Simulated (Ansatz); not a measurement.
Cu2O (cuprite type, space group Pn-3m)

```
CELL_PARAMETERS angstrom
      4.29909     0.00000     0.00000
      0.00000     4.29909     0.00000
      0.00000     0.00000     4.29909
ATOMIC_POSITIONS crystal
  Cu 0.75000 0.75000 0.75000
  Cu 0.75000 0.25000 0.25000
  Cu 0.25000 0.75000 0.25000
  Cu 0.25000 0.25000 0.75000
  O  0.00000 0.00000 0.00000
  O  0.50000 0.50000 0.50000
```

Two coordinates are scanned: the volume, and the ratio of the stretch along z (the conventional c axis) to the stretch across it. Atoms keep their fractional coordinates.

Level of theory: PBE (plane waves to 420 eV, PAW, scalar-relativistic; Ansatz, a program for electronic structure). k mesh 8×8×8 (Γ-centred), Fermi-Dirac smearing 0.05 eV. Stress and pressure are positive under compression. Cu2O is run without spin polarisation. Cu2O was relaxed with its symmetry unable to fall. The PAW data are Ansatz's earlier set.

At one point of the scan the stress tensor (GPa) is:

```
   -3.0      0.0      0.0
    0.0     -3.0      0.0
    0.0      0.0     -2.4
```

**Question.** Which point is it?
A) V/V₀ = 1.000, (c/a)/(c/a)₀ = 0.973
B) V/V₀ = 1.027, (c/a)/(c/a)₀ = 0.973
C) V/V₀ = 1.053, (c/a)/(c/a)₀ = 0.973
D) V/V₀ = 1.080, (c/a)/(c/a)₀ = 1.027

**Answer.** B, V/V₀ = 1.027, (c/a)/(c/a)₀ = 0.973

(A scan under strain: stresses follow from slopes of the energy per volume, elastic moduli from its curvatures.)
